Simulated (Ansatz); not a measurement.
CuAu (CuAu type, space group P4/mmm)

Space group P4/mmm (No. 123); a = b = 2.882 Å, c = 3.615 Å, α = β = γ = 90.00°

```
atom  site  symmetry       x       y       z
----  ----  --------  ------  ------  ------
Cu      1d     4/mmm  0.5000  0.5000  0.5000
Au      1a     4/mmm  0.0000  0.0000  0.0000
```

This relaxed cell (volume V₀) is scaled evenly in all directions, its shape held. Symmetry pins the atoms to their sites.

Computed with PBE (plane waves to 420 eV, PAW, scalar-relativistic; Ansatz, an electronic-structure program). k mesh 16×16×13 (Γ-centred), Fermi-Dirac smearing 0.05 eV. Energies are smeared free energies. With the shape held, the modulus is that of even scaling; a crystal free to change shape is softer. CuAu is run without spin polarisation. CuAu was relaxed with its symmetry unable to fall. Spin-orbit coupling is left out, though Au is heavy. The zero of ΔE is the relaxed starting cell. The last digit holds for this mesh only.

```csv
V (Å³/atom),ΔE (meV/atom)
14.107,27.1
14.332,14.7
14.557,6.3
14.782,1.5
15.007,0.0
15.232,1.4
15.457,5.6
15.682,12.2
15.907,21.0
```

Task: What is the fitted pressure derivative B₀′?

Result: 5.5.

Task: What bulk modulus at fixed cell shape B₀ follows from a third-order Birch-Murnaghan fit?

Result: 141 GPa.

(Under strain, the slope of the energy per volume gives the stress and its curvature an elastic modulus.)
